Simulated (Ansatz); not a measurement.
# CoBiN3: what a change of scf.n_extra_bands does

Computed with the plane-wave PAW code Ansatz (scalar-relativistic, PAW set soft_2): r2SCAN, no spin polarisation, 500 eV cutoff, k-mesh 4×4×4. These are the settings of the reference run.

Cell:

```
cell
1.0
     1.3438    0.0000   -7.9422
    -6.5330   -5.2501   -0.5517
    -6.5330    5.2501   -0.5517
Co Bi N
6 6 18
Direct
  0.8555 0.8181 0.1514
  0.8555 0.1514 0.8181
  0.8555 0.4847 0.4847
  0.1445 0.8486 0.1819
  0.1445 0.1819 0.8486
  0.1445 0.5153 0.5153
  0.8195 0.4730 0.8063
  0.8195 0.8063 0.4730
  0.8195 0.1397 0.1397
  0.1805 0.1937 0.5270
  0.1805 0.5270 0.1937
  0.1805 0.8603 0.8603
  0.9815 0.9425 0.2758
  0.9815 0.2758 0.9425
  0.9815 0.6092 0.6092
  0.0185 0.7242 0.0575
  0.0185 0.0575 0.7242
  0.0185 0.3908 0.3908
  0.6633 0.7462 0.0795
  0.6633 0.0795 0.7462
  0.6633 0.4128 0.4128
  0.4632 0.9638 0.2971
  0.4632 0.2971 0.9638
  0.4632 0.6304 0.6304
  0.3367 0.9205 0.2538
  0.3367 0.2538 0.9205
  0.3367 0.5872 0.5872
  0.5368 0.7029 0.0362
  0.5368 0.0362 0.7029
  0.5368 0.3696 0.3696
```

The reference run of this cell is solved again as a single point with these keys changed:

| key | reference run | changed run |
| --- | --- | --- |
| scf.n_extra_bands | not typed | 16 |

**Question.** How far do the results move?

**Answer.** 

```
                                    quantity  reference run  changed run
energy, changed less reference (meV an atom)              0          0.0
                              pressure (GPa)            0.0          0.0
                        largest force (eV/Å)           0.01         0.01
                        gap on the mesh (eV)           0.00         0.00
```

The results hardly move, so this setting matters little here, or the typed value is the one that the program takes anyway. It took 10 iterations from the trained starting density.

Caveats: the reference run: a metal with Cr, Mn, Fe, Co or Ni was run without spin, and may be magnetic; a single point, atoms not relaxed again.
